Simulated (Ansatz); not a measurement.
Relaxed-ion elastic tensor of B (diamond, Fd-3m) in GPa (Voigt order), PBEsol in the plane-wave PAW code Ansatz; density 2.19 g/cm³, 8.19 Å³ per atom.

|  | 1 | 2 | 3 | 4 | 5 | 6 |
|---|---|---|---|---|---|---|
| 1 | 113 | 218 | 218 | 0.0 | 0.0 | 0.0 |
| 2 | 218 | 113 | 218 | 0.0 | 0.0 | 0.0 |
| 3 | 218 | 218 | 113 | 0.0 | 0.0 | 0.0 |
| 4 | 0.0 | 0.0 | 0.0 | -72.9 | 0.0 | 0.0 |
| 5 | 0.0 | 0.0 | 0.0 | 0.0 | -72.9 | 0.0 |
| 6 | 0.0 | 0.0 | 0.0 | 0.0 | 0.0 | -72.9 |

Problem. Is the crystal mechanically stable?

Solution. No: the smallest eigenvalue of C is -105 GPa.

The start of the workflow was typed in or built on a structure type; neither database checked (COD, Materials Project) lists it. It is not the phase usual at ambient conditions (space group No. 166). The PBEsol relaxation kept the symmetry of its start. At this level the phase is mechanically unstable. As this level gives no gap, shear constants depend on the k-mesh and smearing (Fermi–Dirac, 0.1 eV here).

Potentials: the earlier of the program's two PAW sets. The files were generated under PBE; for other functionals the program regenerates the frozen cores, and for LDA and PBEsol the local potential too.
